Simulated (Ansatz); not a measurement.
Ansatz 0.2.0, relaxation: CuCl4O2

The command:

```bash
ansatz run input.yaml --threads 2 --pin off --max-ram 2560MiB --backend cpu --events-out ev --progress --plain --runs-dir out
```

The input file (Ansatz 0.2.0, plane waves):

```yaml
crystal:
  lattice:
    - [0.0, 6.209153, 0.0]
    - [6.700916, -3.104576, 0.0]
    - [0.0, 0.0, -6.200525]
  atoms:
    - { symbol: Cl, position: [0.1496, 0.2992, 0.0] }
    - { symbol: Cl, position: [0.3504, 0.7008, 0.5] }
    - { symbol: Cl, position: [0.8504, 0.7008, 0.0] }
    - { symbol: Cl, position: [0.6496, 0.2992, 0.5] }
    - { symbol: Cl, position: [0.234, 0.0, 0.768] }
    - { symbol: Cl, position: [0.266, 0.0, 0.268] }
    - { symbol: Cl, position: [0.766, 0.0, 0.232] }
    - { symbol: Cl, position: [0.734, 0.0, 0.732] }
    - { symbol: Cu, position: [0.0, 0.0, 0.0] }
    - { symbol: Cu, position: [0.5, 0.0, 0.5] }
    - { symbol: O, position: [0.3584, 0.7168, 0.0] }
    - { symbol: O, position: [0.1416, 0.2832, 0.5] }
    - { symbol: O, position: [0.6416, 0.2832, 0.0] }
    - { symbol: O, position: [0.8584, 0.7168, 0.5] }
  symmetry: { tolerance: 0.0003 }
kpoints:
  mp_grid: { grid: [4, 4, 4], shift: [0, 0, 0] }
magnetization:
  spin_polarized: false
scf:
  occupations: { method: fermi_dirac }
  lower_state_search: "off"
hamiltonian:
  pseudopotentials: { kind: paw }
  xc: r2scan
basis:
  ecutwfc: 500
  fft_grid_basis: typed
relax:
  max_steps: 60
  cell: { p_target: 0.0 }
  f_tol: 0.03
output:
  forces: true
  stress: true
  eigenvalues: true
  bader: true
  populations: true
  elf: true
  write_potential: true
  volumetric_format: npy
  dos:
    e_range: [-12, 8]
    de: 0.05
    projected: { site_lists: { Cl: [Cl], Cu: [Cu], O: [O] } }
  write_density: true
checkpoint:
  read: saved_state
```

Origin of the cell: a known structure type with other elements, at an estimated volume, so it need not be a known compound.

The smearing width isn't typed, so it takes its default of 0.1 eV.

The saved state is a converged single point of the same cell.

Output (shortened):

```
Pseudopotentials: kind: paw
Pseudopotential: Cl, paw, valence charge 7, recommended cutoff 500 eV (meta_gga), Cl.paw.azcp
Pseudopotential: Cu, paw, valence charge 19, recommended cutoff 500 eV (meta_gga), Cu.paw.azcp
Pseudopotential: O, paw, valence charge 6, recommended cutoff 500 eV (meta_gga), O.paw.azcp
Functional definition: r2SCAN
  exchange = r2scan_x(k0 = k0, k1 = k1, a1 = a1)
  correlation = r2scan_c
Crystal: 14 atoms, lattice volume = 257.985 Å³
Basis set: ecut = 500 eV, 6585 PW (Γ), exchange–correlation on 192×216×192 points (64 copies of the dense FFT grid, shifted against one another)
Bands: 73, of which v1, the nominal top of the filled ones, is band 59 counted from 1 (58 counted from 0)
Symmetry: 8 space group operations
[… 12 lines left out …]
Initial density: read from a saved state, or passed on in memory by an earlier SCF of this step, an earlier step, the calling program or the single point that the run made first
Functional: x = r2scan, c = r2scan; τ floored in thin density (d = 2e-4 eV/Å³)
SCF iter   1: F=-24177.705998 eV  HF=-24177.714985 eV  Δρ=2.38e-3  dr2=2.20e-2  dr2_τ=1.97e-3
SCF iter   2: F=-24177.719012 eV  HF=-24177.724220 eV  Δρ=1.51e-3  dr2=6.35e-3  dr2_τ=1.40e-4
SCF iter   3: F=-24177.722098 eV  HF=-24177.723886 eV  Δρ=8.44e-4  dr2=2.13e-3  dr2_τ=5.10e-5
SCF iter   4: F=-24177.723573 eV  HF=-24177.723658 eV  Δρ=2.26e-4  dr2=1.09e-4  dr2_τ=4.52e-6
SCF iter   5: F=-24177.723626 eV  HF=-24177.723663 eV  Δρ=1.45e-4  dr2=3.52e-5  dr2_τ=9.97e-7
SCF iter   6: F=-24177.723592 eV  HF=-24177.723595 eV  Δρ=4.13e-5  dr2=3.56e-6  dr2_τ=9.62e-8
SCF iter   7: F=-24177.723594 eV  HF=-24177.723595 eV  Δρ=2.57e-5  dr2=1.27e-6  dr2_τ=1.68e-8
SCF iter   8: F=-24177.723595 eV  HF=-24177.723595 eV  Δρ=5.27e-6  dr2=5.35e-8  dr2_τ=4.14e-9
relax step   1: F+E_penalty+E_count = -24177.723595 eV  Δ(F+E_penalty+E_count) = +0.000e0 eV  max|allowed force component| = 3.842e0 eV/Å  Δτ_max = 0.0000 Å  P = +9.634 GPa  Ω = 257.985 Å³  ( […]
relax step   2: F+E_penalty+E_count = -24180.217518 eV  Δ(F+E_penalty+E_count) = -2.494e0 eV  max|allowed force component| = 1.852e0 eV/Å  Δτ_max = 0.1944 Å  P = +1.320 GPa  Ω = 265.092 Å³  e […]
relax step   3: F+E_penalty+E_count = -24182.701234 eV  Δ(F+E_penalty+E_count) = -2.484e0 eV  max|allowed force component| = 3.230e0 eV/Å  Δτ_max = 0.1851 Å  P = -1.384 GPa  Ω = 258.179 Å³  e […]
relax step   4: F+E_penalty+E_count = -24187.984743 eV  Δ(F+E_penalty+E_count) = -5.284e0 eV  max|allowed force component| = 4.503e0 eV/Å  Δτ_max = 0.1928 Å  P = -1.249 GPa  Ω = 249.056 Å³  e […]
relax step   5: F+E_penalty+E_count = -24190.148751 eV  Δ(F+E_penalty+E_count) = -2.164e0 eV  max|allowed force component| = 3.693e0 eV/Å  Δτ_max = 0.1948 Å  P = +9.623 GPa  Ω = 241.960 Å³  e […]
relax step   6: F+E_penalty+E_count = -24190.838364 eV  Δ(F+E_penalty+E_count) = -6.896e-1 eV  max|allowed force component| = 2.761e0 eV/Å  Δτ_max = 0.1415 Å  P = -0.626 GPa  Ω = 259.315 Å³ […]
relax step   7: F+E_penalty+E_count = -24191.621456 eV  Δ(F+E_penalty+E_count) = -7.831e-1 eV  max|allowed force component| = 1.241e0 eV/Å  Δτ_max = 0.1928 Å  P = -0.100 GPa  Ω = 270.995 Å³ […]
relax step   8: F+E_penalty+E_count = -24192.096709 eV  Δ(F+E_penalty+E_count) = -4.753e-1 eV  max|allowed force component| = 1.530e0 eV/Å  Δτ_max = 0.1947 Å  P = +1.791 GPa  Ω = 279.018 Å³ […]
relax step   9: F+E_penalty+E_count = -24192.674695 eV  Δ(F+E_penalty+E_count) = -5.780e-1 eV  max|allowed force component| = 8.371e-1 eV/Å  Δτ_max = 0.0298 Å  P = +1.221 GPa  Ω = 278.276 Å³ […]
relax step  10: F+E_penalty+E_count = -24193.269083 eV  Δ(F+E_penalty+E_count) = -5.944e-1 eV  max|allowed force component| = 2.719e-1 eV/Å  Δτ_max = 0.0876 Å  P = +1.044 GPa  Ω = 279.319 Å³ […]
relax step  11: F+E_penalty+E_count = -24193.463168 eV  Δ(F+E_penalty+E_count) = -1.941e-1 eV  max|allowed force component| = 2.771e-1 eV/Å  Δτ_max = 0.0860 Å  P = +1.774 GPa  Ω = 282.990 Å³ […]
relax step  12: F+E_penalty+E_count = -24193.643655 eV  Δ(F+E_penalty+E_count) = -1.805e-1 eV  max|allowed force component| = 2.107e-1 eV/Å  Δτ_max = 0.0904 Å  P = +0.630 GPa  Ω = 296.518 Å³ […]
[… 2 lines left out …]
relax step  15: F+E_penalty+E_count = -24194.192351 eV  Δ(F+E_penalty+E_count) = -4.502e-2 eV  max|allowed force component| = 1.942e-1 eV/Å  Δτ_max = 0.0259 Å  P = -0.410 GPa  Ω = 303.394 Å³ […]
relax step  16: F+E_penalty+E_count = -24194.132813 eV  Δ(F+E_penalty+E_count) = +5.954e-2 eV  max|allowed force component| = 4.308e-1 eV/Å  Δτ_max = 0.1943 Å  P = -0.027 GPa  Ω = 295.725 Å³ […]
relax step  17: F+E_penalty+E_count = -24194.246902 eV  Δ(F+E_penalty+E_count) = -5.455e-2 eV  max|allowed force component| = 7.446e-2 eV/Å  Δτ_max = 0.0891 Å  P = +0.055 GPa  Ω = 291.737 Å³ […]
relax step  18: F+E_penalty+E_count = -24194.248823 eV  Δ(F+E_penalty+E_count) = -1.921e-3 eV  max|allowed force component| = 4.411e-3 eV/Å  Δτ_max = 0.0084 Å  P = +0.028 GPa  Ω = 294.100 Å³ […]
relax step  19: F+E_penalty+E_count = -24194.248851 eV  Δ(F+E_penalty+E_count) = -2.770e-5 eV  max|allowed force component| = 1.501e-3 eV/Å  Δτ_max = 0.0024 Å  P = +0.005 GPa  Ω = 294.790 Å³ […]
relax step  20: F+E_penalty+E_count = -24194.280324 eV  Δ(F+E_penalty+E_count) = -3.147e-2 eV  max|allowed force component| = 5.852e-4 eV/Å  Δτ_max = 0.0000 Å  P = +0.142 GPa  Ω = 294.790 Å³  stress off target by 3.57e-1 GPa […]
relax step  21: F+E_penalty+E_count = -24194.286200 eV  Δ(F+E_penalty+E_count) = -5.876e-3 eV  max|allowed force component| = 4.227e-2 eV/Å  Δτ_max = 0.0124 Å  P = +0.133 GPa  Ω = 299.482 Å³ […]
relax step  22: F+E_penalty+E_count = -24194.278551 eV  Δ(F+E_penalty+E_count) = +7.649e-3 eV  max|allowed force component| = 6.971e-2 eV/Å  Δτ_max = 0.0435 Å  P = -0.016 GPa  Ω = 304.950 Å³ […]
relax step  23: F+E_penalty+E_count = -24194.287442 eV  Δ(F+E_penalty+E_count) = -1.242e-3 eV  max|allowed force component| = 1.522e-2 eV/Å  Δτ_max = 0.0088 Å  P = +0.048 GPa  Ω = 302.394 Å³ […]
relax step  24: F+E_penalty+E_count = -24194.287380 eV  Δ(F+E_penalty+E_count) = +6.184e-5 eV  max|allowed force component| = 1.249e-3 eV/Å  Δτ_max = 0.0050 Å  P = +0.005 GPa  Ω = 303.830 Å³ […]
relax step  25: F+E_penalty+E_count = -24194.287282 eV  Δ(F+E_penalty+E_count) = +9.801e-5 eV  max|allowed force component| = 8.464e-4 eV/Å  Δτ_max = 0.0012 Å  P = +0.005 GPa  Ω = 304.231 Å³ […]
relax step  26: F+E_penalty+E_count = -24194.289653 eV  Δ(F+E_penalty+E_count) = -2.371e-3 eV  max|allowed force component| = 8.652e-4 eV/Å  Δτ_max = 0.0000 Å  P = -0.001 GPa  Ω = 304.231 Å³  stress off target by 3.99e-3 GPa […]
SCF 26 converged in 9 iterations: F = -24194.289653 eV  dr2 = 1.96e-11
basis re-selected at this cell: Δ(F+E_penalty+E_count) = -2.371e-3 eV, ΔP = -0.005 GPa vs the last step (what re-selecting the basis moved, of the pressure what is left beyond the Pulay corre […]
SCF converged after 9 iterations
Free energy (F): -24194.289653 eV
Harris-Foulkes:  -24194.289653 eV  (|F-HF|=1.46e-11)
Internal energy: -24193.874990 eV  (E = F + TS)
E sigma→0 (E₀):  -24194.082322 eV
Entropy (-TS):   -0.414663 eV (-29.619 meV/atom)
Fermi energy:    2.238606 eV
--- Per-component energies (eV) ---
  E_band       = -1744.904459
  E_kinetic    = 2563.268702
  E_local      = -17870.518426  (includes V_loc(G=0)·N_el)
  E_nonlocal   = 1218.385887
  E_hartree    = 7530.053433
  E_xc         = -1274.559149
  E_vxc        = -1725.786488  (∫ρ·V_xc dr)
  E_paw        = -9326.970454  (= ΣΔE_a)
  E_vpaw       = -1093.499873  (= ΣTr[D̂ρ^β])
  E_aug_tail   = 0.004436  (compensation charges beyond the density's cutoff)
  E_vtau       = 103.134184  (kinetic-family band-sum trace: ∫τ·v_τ [+ j·A + Jᵃ·Aᵃ] dr)
  E_ewald      = -7031.718185
  E_core_change = -1.821234  (= ΣΔE_core)
  E_smearing   = -0.414663  (= −TS)
  Σ components = -24194.289653   (vs F -24194.289653, Δ=0.00e0)
--- Forces (eV/Å), atoms counted from 1 ---
  atom   1  Cl    -0.000641    -0.000000     0.000000
  atom   2  Cl     0.000641     0.000000     0.000000
  atom   3  Cl     0.000641     0.000000     0.000000
  atom   4  Cl    -0.000641    -0.000000     0.000000
  atom   5  Cl     0.000000    -0.000188    -0.000503
  atom   6  Cl    -0.000000     0.000188    -0.000503
  atom   7  Cl    -0.000000     0.000188     0.000503
  atom   8  Cl     0.000000    -0.000188     0.000503
  atom   9  Cu    -0.000000     0.000000     0.000000
  atom  10  Cu     0.000000     0.000000     0.000000
  atom  11  O      0.000865     0.000000    -0.000000
  atom  12  O     -0.000865    -0.000000     0.000000
  atom  13  O     -0.000865    -0.000000    -0.000000
  atom  14  O      0.000865     0.000000     0.000000
  max |Σ_I F_I| component: 2.17e-18 eV/Å
--- Stress (GPa, compression-positive) ---
       -0.003987      -0.000000      -0.000000
       -0.000000       0.000982       0.000000
       -0.000000       0.000000       0.001192
  P = ⅓ Tr σ = -0.0006 GPa (-0.006 kbar)
--- Relaxed structure (24 steps of the walk, 22 accepted, 2 SCFs on fresh bases) ---
  F+E_penalty+E_count = -24194.289653 eV   max|allowed force component| = 8.652e-4 eV/Å   (the final SCF, on the basis selected at the relaxed cell)
  cell:  # Å, volume = 304.2309 Å³
    - [-2.254e-7, 6.042534, 0.0]
    - [8.331615, -3.021267, 0.0]
    - [0.0, 0.0, -6.043035]
  atoms:
    - { symbol: Cl, position: [0.199563, 0.399125, 0.0] }
    - { symbol: Cl, position: [0.300437, 0.600875, 0.5] }
    - { symbol: Cl, position: [0.800437, 0.600875, 0.0] }
    - { symbol: Cl, position: [0.699563, 0.399125, 0.5] }
    - { symbol: Cl, position: [0.322445, 6.437e-18, 0.822420] }
    - { symbol: Cl, position: [0.177555, -4.805e-18, 0.322420] }
    - { symbol: Cl, position: [0.677555, -4.805e-18, 0.177580] }
    - { symbol: Cl, position: [0.822445, 6.437e-18, 0.677580] }
    - { symbol: Cu, position: [-7.069e-19, 8.159e-19, 0.0] }
    - { symbol: Cu, position: [0.500000, 8.159e-19, 0.5] }
    - { symbol: O, position: [0.292945, 0.585891, 0.0] }
    - { symbol: O, position: [0.207055, 0.414109, 0.5] }
    - { symbol: O, position: [0.707055, 0.414109, 0.0] }
    - { symbol: O, position: [0.792945, 0.585891, 0.5] }
--- Löwdin populations: 14 sites ---
  site symbol       q [e]
     0     Cl      6.4406
     1     Cl      6.4406
     2     Cl      6.4406
     3     Cl      6.4406
     4     Cl      7.3806
     5     Cl      7.3806
     6     Cl      7.3806
     7     Cl      7.3806
     8     Cu     18.0903
     9     Cu     18.0903
    10      O      6.4216
    11      O      6.4216
    12      O      6.4216
    13      O      6.4216
  spilling = 0.007188 (of n_electrons = 118.000000)
--- Bader charges: 14 sites ---
  site symbol  charge [e]  shift [e]
     0     Cl      0.5781     0.0175
     1     Cl      0.5781     0.0175
     2     Cl      0.5781     0.0175
     3     Cl      0.5781     0.0175
     4     Cl     -0.4488     0.0017
     5     Cl     -0.4488     0.0017
     6     Cl     -0.4488     0.0017
     7     Cl     -0.4488     0.0017
     8     Cu      0.9034     0.0034
     9     Cu      0.9034     0.0034
    10      O     -0.5810     0.0175
    11      O     -0.5810     0.0175
    12      O     -0.5810     0.0175
    13      O     -0.5810     0.0175
  estimated error of the sums over rays = 3.5e-4 e
```

The starting structure.

Space group Cmce (No. 64); the run's cell has a = 6.209 Å, b = 7.385 Å, c = 6.201 Å, α = 90.00°, β = 90.00°, γ = 114.86°. Shortest distances: Cl–Cu 2.00 Å, Cl–O 2.80 Å, Cl–Cl 2.86 Å.

The relaxed structure.

Space group Cmce (No. 64); the run's cell has a = 6.043 Å, b = 8.862 Å, c = 6.043 Å, α = 90.00°, β = 90.00°, γ = 109.93°. Shortest distances: Cl–O 1.56 Å, Cl–Cu 2.22 Å, Cl–Cl 3.03 Å, O–O 3.34 Å.

* Free energy lowered by: 1183.3 meV/atom
* Volume change: 17.93 %
* Final pressure: 0.00 GPa
* Relaxation steps listed: 26

Caveats: no dispersion correction, so spacings can come out too large where layers or molecules are weakly bound; no moments, though an odd count or open d shells may carry them; the relaxation held the start's symmetry, so the end may be a saddle point.

Time: 2500 s of wall time on 2 CPU thread(s) of a shared host, from a saved density.
